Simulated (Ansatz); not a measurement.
# LuB2Ru3: reading a single point

```yaml
crystal:
  lattice:
    - [2.69485, 4.66761, 0.00000]
    - [-2.69485, 4.66761, 0.00000]
    - [0.00000, 0.00000, 2.98866]
  atoms:
    - { symbol: Ru, position: [0.50000, 0.50000, 0.50000] }
    - { symbol: Ru, position: [0.50000, 0.00000, 0.50000] }
    - { symbol: Ru, position: [0.00000, 0.50000, 0.50000] }
    - { symbol: Lu, position: [0.00000, 0.00000, 0.00000] }
    - { symbol: B, position: [0.33330, 0.33340, 0.00000] }
    - { symbol: B, position: [0.66660, 0.66670, 0.00000] }
```

The numbers come from plane-wave PAW DFT (Ansatz): r2SCAN, spin-orbit coupling, 500 eV, 6×6×10 Γ-centred k points, fermi-dirac occupations (width 0.0504 eV). Nothing was relaxed.

The state carries no moments; the state need not be the lowest.

Question: What is the formation energy?

Answer: -0.50 eV an atom against the elements' usual phases (free molecules for gases, crystals otherwise, with no correction for O₂ or N₂), so it is bound against them; other compounds may still compete. Relaxing would lower it.

Question: Which element gives electrons and which takes them?

Answer: Bader charges in e: Lu +1.64, B -0.28, Ru -0.36. In the mean Lu gives up most and Ru takes most.

Question: What happens at the Fermi level?

Answer: It is a metal, with about 4.2 states/eV a cell as the mean within 0.25 eV of the Fermi level, mostly Ru d (83 %).

Question: Is the cell too large or too small?

Answer: The pressure is 6.3 GPa (compression positive), so with the atoms held at these fractions the cell would first expand.

Origin: a database entry at a rescaled volume. Caveats: started without moments under time reversal, so no moment could form.
